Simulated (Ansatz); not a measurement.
A geometry of Ag away from equilibrium: step 2 of the relaxation of a relaxed Ag cell, doubled along one cell vector, shaken by Gaussian noise of σ = 0.08 Å a coordinate. The numbers are results of PBEsol (plane waves to 420 eV, PAW, scalar-relativistic; Ansatz, a quantum-chemistry and plane-wave program), not measurements. Γ-centred k-mesh 7×13×9 on the run's cell (coarser than for final values), Fermi–Dirac smearing 0.05 eV.

```xyz
4
Lattice="-5.1678 5.2247 2.6937 2.5900 -2.6172 1.3677 2.5759 2.6092 -1.3561" Properties=species:S:1:pos:R:3:forces:R:3 pbc="T T T" free_energy=-30088.081 pressure_GPa=0.5
Ag    -0.0393     2.6208     0.6410    0.0050    0.0890   -0.1208
Ag    -2.5675     5.2613     1.9783    0.0919   -0.0183    0.0235
Ag     0.0251     0.0220     0.0024   -0.0264    0.0044    0.1968
Ag    -2.6179     2.6483     1.3765   -0.0705   -0.0751   -0.0994
```

Positions in Å, forces in eV/Å, free energy of the cell in eV (comparable only within this code, potentials and settings). Largest force: 0.20 eV/Å, on Ag3 (atoms numbered as listed); the geometry lies 0.29 eV/atom above the end of its relaxation.

No spin polarisation in the result.

The end of the path is a generated cell of Ag: the first start was made by placing the elements on the sites of a structure type, and the end was not matched to a known phase here, so it may be hypothetical. Known forms of Ag include space group No. 225.
